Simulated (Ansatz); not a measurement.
Relaxed-ion elastic tensor of NaCoO2 in space group R-3m (No. 166; Na on 3a, Co on 3b, O on 6c) in GPa (Voigt order), PBEsol in the plane-wave PAW code Ansatz; density 5.11 g/cm³, 9.26 Å³ per atom.

```
      1      2     3      4     5     6
-  ----  -----  ----  -----  ----  ----
1   336   94.0  76.7   23.4   0.0   0.0
2  94.0    336  76.7  -23.4   0.0   0.0
3  76.7   76.7   227    0.0   0.0   0.0
4  23.4  -23.4   0.0   75.5   0.0   0.0
5   0.0    0.0   0.0    0.0  75.5  23.4
6   0.0    0.0   0.0    0.0  23.4   121
```

Is the crystal mechanically stable?

Yes: the smallest eigenvalue of C is 65.6 GPa.

Work out the Voigt, Reuss and Hill averages.

K_V = 155, K_R = 149, K_H = 152; G_V = 97.7, G_R = 88.3, G_H = 93.0 GPa.

Give Young's modulus, Poisson's ratio, Pugh's ratio and the universal anisotropy index.

E = 9KG/(3K + G) = 232 GPa; ν = 0.25; K/G = 1.63 (brittle by the Pugh limit of 1.75); A_U = 5G_V/G_R + K_V/K_R − 6 = 0.57.

Estimate the sound speeds and the Debye temperature.

v_l = √((K + 4G/3)/ρ) = 7350 m/s, v_t = √(G/ρ) = 4270 m/s, mean 4740 m/s; Θ = (h/k)(3n/4πV)^(1/3) v_m = 671 K.

Solve the Christoffel equation for the three sound speeds along x, y, z.

Eigenvalues of C_ijkl n_j n_l equal ρv². In km/s, slowest first: x 3.58, 5.06, 8.11; y 3.79, 4.86, 8.13; z 3.85, 3.85, 6.67.

How much does each axis shrink under pressure?

Linear compressibilities β_i = Σ_j S_ij (j = 1 to 3): x 1.8, y 1.8, z 3.2 per TPa.

The workflow started from a Materials Project entry (that database holds measured and hypothetical structures alike); the Crystallography Open Database copy checked does not list it. Its standing as an ambient phase is unchecked. Symmetry was held in the PBEsol relaxation; its stability against distortions is not shown here. The run is not spin-polarised. No Hubbard U is applied.

Potentials: the later of the program's two PAW sets.
